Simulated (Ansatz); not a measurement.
HfS2 (CdI2 type)

```xyz
3
Lattice="3.6057 0.0000 0.0000 -1.8029 3.1226 0.0000 0.0000 0.0000 5.7676" Properties=species:S:1:pos:R:3 pbc="T T T"
Hf     0.0000     0.0000     0.0000
S      0.0000     2.0818     1.4564
S      1.8029     1.0409     4.3112
```

The slice is a (-1 1 0 2) plane (indices of the conventional cell) through the point (0.333, 0.667, 0.253) (fractional), spanned by u = [110] and v = [1 -1 1] in vectors of this cell: u (3.61 Å) and v (8.50 Å, at 90° to u). It covers one period; positions are fractions (u, v).

All values below come from PBE-D3(BJ) (plane waves to 420 eV, PAW, scalar-relativistic; Ansatz, a quantum-chemistry and plane-wave program). k mesh 11×11×6. Near the nuclei the fields are pseudised (PAW); where an atom keeps semicore shells as valence, they peak there. HfS2 is run without spin polarisation. HfS2 was relaxed with its symmetry unable to fall. Spin-orbit coupling is left out, though Hf is heavy.

Task: Sketch the density of the highest valence band (whole band, smooth part) on this plane as a map.

Result: 
| v \ u | 0.00 | 0.14 | 0.29 | 0.43 | 0.57 | 0.71 | 0.86 |
|---|---|---|---|---|---|---|---|
| 0.94 | 0.154 | 0.105 | 0.033 | 0.008 | 0.008 | 0.033 | 0.105 |
| 0.84 | 0.036 | 0.023 | 0.008 | 0.003 | 0.003 | 0.008 | 0.023 |
| 0.75 | 0.017 | 0.014 | 0.013 | 0.018 | 0.018 | 0.013 | 0.014 |
| 0.66 | 0.038 | 0.013 | 0.012 | 0.017 | 0.017 | 0.012 | 0.013 |
| 0.56 | 0.017 | 0.014 | 0.008 | 0.005 | 0.005 | 0.008 | 0.014 |
| 0.47 | 0.088 | 0.056 | 0.016 | 0.003 | 0.003 | 0.016 | 0.056 |
| 0.38 | 0.235 | 0.131 | 0.030 | 0.005 | 0.005 | 0.030 | 0.131 |
| 0.28 | 0.048 | 0.030 | 0.009 | 0.003 | 0.003 | 0.009 | 0.030 |
| 0.19 | 0.012 | 0.008 | 0.003 | 0.001 | 0.001 | 0.003 | 0.008 |
| 0.09 | 0.154 | 0.093 | 0.026 | 0.006 | 0.006 | 0.026 | 0.093 |
| 0.00 | 0.004 | 0.116 | 0.050 | 0.012 | 0.012 | 0.050 | 0.116 |

Values: density of the highest valence band (whole band, smooth part) in e/Å³.
